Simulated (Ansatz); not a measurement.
Relaxed polymorphs of Ta. All values below come from r2SCAN (plane waves to 500 eV, PAW, scalar-relativistic; Ansatz, an electronic-structure program). One row is withheld; estimate it from its structure type, its coordination and the trend of the others.

| structure | coordination | E − E(first row) (eV/atom) | V (Å³/atom) |
|---|---|---|---|
| Im-3m, cI2, bcc (W type) | Ta 8 (cubic)+6 | 0.00 | 18.05 |
| Fmmm, oF8 | – | 0.42 | 18.84 |
| Fm-3m, cF4, fcc (Cu type) | Ta 12 (cuboctahedral) | 0.24 | 18.64 |
| P6/mmm, hP1, AFLOW prototype A_hP1_191_a (A_f, as in Sn) | – | 0.69 | 19.46 |
| P2₁/m, mP6 | – | 0.07 | 18.23 |
| P6₃/mmc, hP2, hcp (Mg type) | Ta 12 (anticuboctahedral) | ? | ? |
| Pa-3, cP8 | – | 0.35 | 18.73 |
| Fd-3m, cF24 | – | 0.10 | 18.57 |

Task: Some entries are withheld; supply them.

Result: 
- P6₃/mmc, hP2, hcp (Mg type), E − E(first row) (eV/atom): 0.30
- P6₃/mmc, hP2, hcp (Mg type), V (Å³/atom): 18.48

The withheld cell: P6₃/mmc (No. 194), hP2, hcp (Mg type); a = b = 2.8871 Å, c = 5.1215 Å, α = β = 90.00°, γ = 120.00°; Ta 2d (0.667, 0.333, 0.250). Coordination numbers (neighbours up to the widest gap in distance over summed covalent radii, below 1.35; n+m marks a second, longer set).

Each run could gain symmetry but not lose that of its start, so entries can be saddle points. From databases, or of a type measured for this composition: Im-3m, cI2, bcc (W type); Fm-3m, cF4, fcc (Cu type); the others are generated cells (placed on structure types, drawn at random, substituted or restacked) that were not matched to a known phase here. Static energies at zero pressure. No spin polarisation in the result.
